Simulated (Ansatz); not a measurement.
Computed with DFT PBE+D3(BJ), scalar-relativistic, plane waves, PAW (Ansatz 0.2.0). Settings: cutoff 420 eV, Γ-centred meshes spaced at most about 0.3 Å⁻¹ (2π included), Gaussian smearing. No spin polarisation in the final relaxations.

All energies are static (0 K, no zero-point motion). All come from trial cells, and lower structures may exist.

Question: Which of these relaxed structures of GeCl2 is the lowest in energy?
A.

```
Ge Cl
1.0
     3.87715    0.00000    0.00000
    -1.93858    3.35771    0.00000
     0.00000    0.00000   13.18368
Ge Cl
2 4
Direct
  0.00000 0.00000 0.00000
  0.00000 0.00000 0.50000
  0.66667 0.33333 0.11335
  0.33333 0.66667 0.88665
  0.66667 0.33333 0.38665
  0.33333 0.66667 0.61335
```

B.

```
Ge Cl
1.0
     3.92710    0.00000    0.00000
     1.89227    3.54329    0.00000
     1.85500    1.04954   23.44920
Ge Cl
4 8
Direct
  0.89049 0.80883 0.00013
  0.05439 0.95620 0.49991
  0.47040 0.00804 0.75000
  0.48693 0.36255 0.24995
  0.31789 0.07315 0.93735
  0.48205 0.22023 0.43713
  0.77383 0.48948 0.56270
  0.60975 0.34223 0.06292
  0.70959 0.43718 0.81279
  0.87295 0.58903 0.31273
  0.08414 0.78060 0.68722
  0.24760 0.93247 0.18715
```

Answer: B. It has space group P1 (No. 1); the next, A, with space group P6_3/mmc (No. 194), lies 20 meV/atom higher. Counting Cl atoms around Ge (those within 1.25 times the shortest such distance or 1.15 times the sum of covalent radii; the shortest distance is added where it is long for a bond), the lowest has Ge 6 and the next has Ge 6 from 2.7 Å.

Cells relaxed within their symmetry can be saddle points. The P1 cell of GeCl2 came from shaking the P6_3/mmc one. Some types were kept out of the candidates beforehand, so the set may lack a known form.
